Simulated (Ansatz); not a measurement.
Sn (β-Sn type, I4_1/amd) at seven volumes, plane-wave PAW PBE+D3(BJ) (Ansatz code), shape and atoms relaxed at each. One row is withheld.

```csv
V (Å³/atom),P (GPa)
24.759,6.38
25.575,3.88
26.391,1.77
27.207,0.00
28.024,?
28.840,-2.74
29.656,-3.78
```

Problem. Fit the shown pressures and predict the withheld one.

Solution. P = (3/2)B₀(x^(7/2) − x^(5/2))[1 + (3/4)(B′ − 4)(x − 1)] with x = (V₀/V)^(2/3). Least squares on the six rows gives V₀ = 27.208 Å³/atom, B₀ = 54.0 GPa, B′ = 4.79. At V = 28.024, x = 0.9805 and P = -1.49 GPa. The run itself gave -1.49 GPa.

The PBE+D3(BJ) relaxation kept the symmetry of its start. The pairwise dispersion correction was not fitted to metals. Scalar-relativistic: spin–orbit coupling is off unless named, which matters more the heavier the elements.

Potentials: the later of the program's two PAW sets.
